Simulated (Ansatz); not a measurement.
Given:

Relaxed SrVO₃ (cubic perovskite):

```
SrVO3
1.0
    3.85767     0.00000     0.00000
    0.00000     3.85767     0.00000
    0.00000     0.00000     3.85767
Sr V O
1 1 3
Cartesian
  0.00000   0.00000   0.00000
  1.92883   1.92883   1.92883
  0.00000   1.92883   1.92883
  1.92883   1.92883   0.00000
  1.92883   0.00000   1.92883
```

Scan: atom 1 (Sr, nearest neighbour O at 2.728 Å; its periodic images, 3.9 Å or more away, move with it) is displaced along Cartesian x, direction (1.000, 0.000, 0.000) in Cartesian axes, by s. The other atoms stay.

Method: PBE (plane waves to 420 eV, PAW, scalar-relativistic; Ansatz, a quantum-chemistry and plane-wave program). k mesh 10×10×10 (Γ-centred), Fermi-Dirac smearing 0.05 eV. Energies are smeared free energies. With partly filled bands, energies and forces of such displacements shift with the k mesh and the smearing. SrVO3 is run without spin polarisation and with no Hubbard U. SrVO3 was relaxed with its symmetry unable to fall. ΔE is measured from the undisplaced structure.

The scan covers s from -0.270 to 0.270 Å in 11 points.

Is this a single well or a double well?

A single well with its minimum at or next to zero displacement.

Is the energy the same for equal positive and negative displacements?

Even: the same for both signs. With its periodic images moving along, the atom's site symmetry in this cell is m-3m.

What is the force constant k = d²E/ds² of this move at s = 0?

4.06 eV/Å².

(For displaced atoms, the force is minus the slope of the energy, and its curvature is a force constant, which sets phonon frequencies.)
